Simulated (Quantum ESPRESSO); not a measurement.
# Zr2WO6F2: input and log of a self-consistent run

Computed values, not a measurement. The program is pw.x of Quantum ESPRESSO 7.5 (plane-wave density functional theory). The cell is made up: 11 atoms on a rutile lattice with one site empty, with randomly drawn elements, strain and displacements, not relaxed. PseudoDojo standard norm-conserving files (v0.5 for PBE, v0.4.1 for LDA and PBEsol) set the functional; there is no spin polarisation, spin-orbit coupling or dispersion term, and the masses in the input are unused placeholders.

Input:

```
&control calculation='scf', pseudo_dir='./dojo.nc.sr.pbe.v0_5.standard.upf', outdir='./o', disk_io='low', tprnfor=.true., tstress=.true. /
&system ibrav=0, nat=11, ntyp=4, nbnd=50, ecutwfc=84.00895049, nosym=.true., tot_charge=0,
 occupations='smearing', smearing='fd', degauss=0.0018374661
/
&electrons conv_thr=7.350e-09, electron_maxstep=60, /
ATOMIC_SPECIES
F 1.0 F.upf
O 1.0 O.upf
W 1.0 W.upf
Zr 1.0 Zr.upf
CELL_PARAMETERS angstrom
5.0654 0.0441 0.0346
0.0441 4.8811 0.0247
0.0462 0.0329 6.6065
ATOMIC_POSITIONS angstrom
Zr 2.634 2.4559 1.6987
W 0.0887 0.045 3.3142
Zr 2.5781 2.463 5.0236
O 1.5983 1.4855 0.0701
F 3.5616 3.4448 0.0364
F 4.0597 1.0103 1.6624
O 1.015 3.9907 1.6955
O 1.564 1.4955 3.334
O 3.581 3.4074 3.3887
O 4.0932 1.0219 4.9556
O 1.0724 3.9339 4.9896
K_POINTS automatic
4 5 4 1 1 1
```

The log is shortened where brackets say so; the opening notice, blank lines, dates and the lines on written files are dropped, and the path of the files is cut. It prints rydbergs, bohrs and kilobars, and counts compression as positive stress. With no partly filled state, the Fermi energy that it prints is only some level between the filled and the empty states on the mesh, and need not lie in the true gap.

```
     Program PWSCF v.7.5
     Parallel version (MPI & OpenMP), running on       4 processor cores
     Number of MPI processes:                 4
     Threads/MPI process:                     1
     [start-up lines left out]
     bravais-lattice index     =            0
     lattice parameter (alat)  =       9.5728  a.u.
     unit-cell volume          =    1102.1327 (a.u.)^3
     number of atoms/cell      =           11
     number of atomic types    =            4
     number of electrons       =        88.00
     number of Kohn-Sham states=           50
     kinetic-energy cutoff     =      84.0090  Ry
     charge density cutoff     =     336.0358  Ry
     scf convergence threshold =      7.3E-09
     mixing beta               =       0.7000
     number of iterations used =            8  plain     mixing
     Exchange-correlation= PBE
                           (   1   4   3   4   0   0   0)
     [axes and pseudopotential details left out]
   Cartesian axes
     site n.     atom                  positions (alat units)
         1        Zr     tau(   1) = (   0.5199666   0.4848086   0.3353330  )
         2        W      tau(   2) = (   0.0175099   0.0088833   0.6542419  )
         3        Zr     tau(   3) = (   0.5089316   0.4862102   0.9916872  )
         4        O      tau(   4) = (   0.3155135   0.2932462   0.0138381  )
         5        F      tau(   5) = (   0.7030801   0.6800231   0.0071856  )
         6        F      tau(   6) = (   0.8014079   0.1994390   0.3281672  )
         7        O      tau(   7) = (   0.2003668   0.7877869   0.3347013  )
         8        O      tau(   8) = (   0.3087425   0.2952202   0.6581506  )
         9        O      tau(   9) = (   0.7069098   0.6726401   0.6689487  )
        10        O      tau(  10) = (   0.8080210   0.2017289   0.9782636  )
        11        O      tau(  11) = (   0.2116979   0.7765742   0.9849754  )
     number of k points=    40  Fermi-Dirac smearing, width (Ry)=  0.0018
                       cart. coord. in units 2pi/alat
        k(    1) = (   0.1234727   0.1021885   0.0944747), wk =   0.0500000
        k(    2) = (   0.1221715   0.1012302   0.2861828), wk =   0.0500000
     [further k points left out]
     Dense  grid:   114613 G-vectors     FFT dimensions: (  60,  54,  75)
     Estimated max dynamical RAM per process >     291.17 MB
     Estimated total dynamical RAM >       1.06 GB
     Initial potential from superposition of free atoms
     starting charge      87.9947, renormalised to      88.0000
     Starting wfcs are   62 randomized atomic wfcs
     total cpu time spent up to now is        3.8 secs
     per-process dynamical memory:   210.7 Mb
     Self-consistent Calculation
     iteration #  1     ecut=    84.01 Ry     beta= 0.70
     Davidson diagonalization with overlap
     ethr =  1.00E-02,  avg # of iterations =  2.0
     total cpu time spent up to now is       10.1 secs
     total energy              =    -648.40581219 Ry
     estimated scf accuracy    <       6.03842873 Ry
     iteration #  2     ecut=    84.01 Ry     beta= 0.70
     Davidson diagonalization with overlap
     ethr =  6.86E-03,  avg # of iterations =  6.7
     total cpu time spent up to now is       20.8 secs
     total energy              =    -644.51242594 Ry
     estimated scf accuracy    <      61.90516751 Ry
     iteration #  3     ecut=    84.01 Ry     beta= 0.70
     Davidson diagonalization with overlap
     ethr =  6.86E-03,  avg # of iterations =  6.0
     total cpu time spent up to now is       31.0 secs
     total energy              =    -651.53897715 Ry
     estimated scf accuracy    <       3.61723597 Ry
     iteration #  4     ecut=    84.01 Ry     beta= 0.70
     Davidson diagonalization with overlap
     ethr =  4.11E-03,  avg # of iterations =  2.0
     total cpu time spent up to now is       37.4 secs
     total energy              =    -651.93426032 Ry
     estimated scf accuracy    <       0.57893583 Ry
     iteration #  5     ecut=    84.01 Ry     beta= 0.70
     Davidson diagonalization with overlap
     ethr =  6.58E-04,  avg # of iterations =  2.1
     total cpu time spent up to now is       43.6 secs
     total energy              =    -651.94611173 Ry
     estimated scf accuracy    <       0.28528637 Ry
     [iterations 6 to 15 left out]
     iteration # 16     ecut=    84.01 Ry     beta= 0.70
     Davidson diagonalization with overlap
     ethr =  2.44E-09,  avg # of iterations =  2.0
     total cpu time spent up to now is      127.2 secs
     total energy              =    -651.95194795 Ry
     estimated scf accuracy    <       0.00000213 Ry
     iteration # 17     ecut=    84.01 Ry     beta= 0.70
     Davidson diagonalization with overlap
     ethr =  2.42E-09,  avg # of iterations =  2.0
     total cpu time spent up to now is      133.2 secs
     total energy              =    -651.95194813 Ry
     estimated scf accuracy    <       0.00000041 Ry
     iteration # 18     ecut=    84.01 Ry     beta= 0.70
     Davidson diagonalization with overlap
     ethr =  4.68E-10,  avg # of iterations =  4.9
     total cpu time spent up to now is      140.2 secs
     total energy              =    -651.95194820 Ry
     estimated scf accuracy    <       0.00000002 Ry
     iteration # 19     ecut=    84.01 Ry     beta= 0.70
     Davidson diagonalization with overlap
     ethr =  2.70E-11,  avg # of iterations =  5.0
     total cpu time spent up to now is      148.9 secs
     total energy              =    -651.95194821 Ry
     estimated scf accuracy    <       0.00000002 Ry
     iteration # 20     ecut=    84.01 Ry     beta= 0.70
     Davidson diagonalization with overlap
     ethr =  1.80E-11,  avg # of iterations =  2.0
     total cpu time spent up to now is      155.3 secs
     End of self-consistent calculation
          k = 0.1235 0.1022 0.0945 ( 14338 PWs)   bands (ev):
   -70.2534 -42.9371 -42.2280 -34.2605 -34.2395 -34.0176 -21.3574 -21.3124
   -20.9211 -20.4425 -20.3432 -20.2296 -17.2872 -16.2459 -11.6998 -11.0262
   -10.5971 -10.2860  -9.8148  -8.9144  -0.5980   0.3185   0.5805   0.6795
     1.0057   1.6767   1.8175   1.9240   2.1174   2.2866   2.4635   2.5972
     2.7302   3.0765   3.6569   3.7994   4.1997   4.5773   4.6854   4.8997
     5.0876   5.3077   5.3670   5.8116   6.9212   7.1883   7.5628   8.9570
     9.3995   9.7408
     [levels at the other k points left out]
     the Fermi energy is     6.3496 ev
!    total energy              =    -651.95194821 Ry
     estimated scf accuracy    <          3.0E-09 Ry
     smearing contrib. (-TS)   =      -0.00000000 Ry
     internal energy E=F+TS    =    -651.95194821 Ry
     The total energy is F=E-TS. E is the sum of the following terms:
     one-electron contribution =    -253.51942990 Ry
     hartree contribution      =     164.25833842 Ry
     xc contribution           =    -144.19378837 Ry
     ewald contribution        =    -418.49706836 Ry
     convergence has been achieved in  20 iterations
     Forces acting on atoms (cartesian axes, Ry/au):
     atom    1 type  4   force =    -0.11697230    0.02656416   -0.10024063
     atom    2 type  3   force =     0.09460428   -0.11455177    0.15116698
     atom    3 type  4   force =    -0.03500851   -0.04304883    0.09766349
     atom    4 type  2   force =     0.09924419    0.09266799    0.02060267
     atom    5 type  1   force =    -0.02202130   -0.02282575    0.01273677
     atom    6 type  1   force =     0.03437964   -0.02686369    0.05832672
     atom    7 type  2   force =    -0.03953298    0.04553946    0.17783845
     atom    8 type  2   force =    -0.06283810   -0.05723616   -0.02033222
     atom    9 type  2   force =     0.06302636    0.06856330   -0.03667508
     atom   10 type  2   force =     0.05240002   -0.04276342   -0.16974350
     atom   11 type  2   force =    -0.06728130    0.07395470   -0.19134366
     Total force =     0.490130     Total SCF correction =     0.000122
     Computing stress (Cartesian axis) and pressure
          total   stress  (Ry/bohr**3)                   (kbar)     P=     -194.58
  -0.00113948  -0.00017175   0.00013204         -167.62      -25.27       19.42
  -0.00017175  -0.00093955  -0.00019579          -25.27     -138.21      -28.80
   0.00013204  -0.00019579  -0.00188909           19.42      -28.80     -277.90
     init_run     :      3.52s CPU      3.68s WALL (       1 calls)
     electrons    :    150.76s CPU    151.59s WALL (       1 calls)
     forces       :      1.40s CPU      1.43s WALL (       1 calls)
     stress       :      4.79s CPU      4.91s WALL (       1 calls)
     [timing details left out]
     PWSCF        :   2m40.63s CPU   2m41.80s WALL
     JOB DONE.
```

In other units: free energy -8870.258 eV for the cell, pressure -19.46 GPa, largest force component 4.920 eV/Å. A rerun of this cell at 1467 eV and a 6 x 7 x 6 mesh moved values by no more than 0.005 eV in energy, 0.02 GPa in stress and 0.003 eV/Å in force.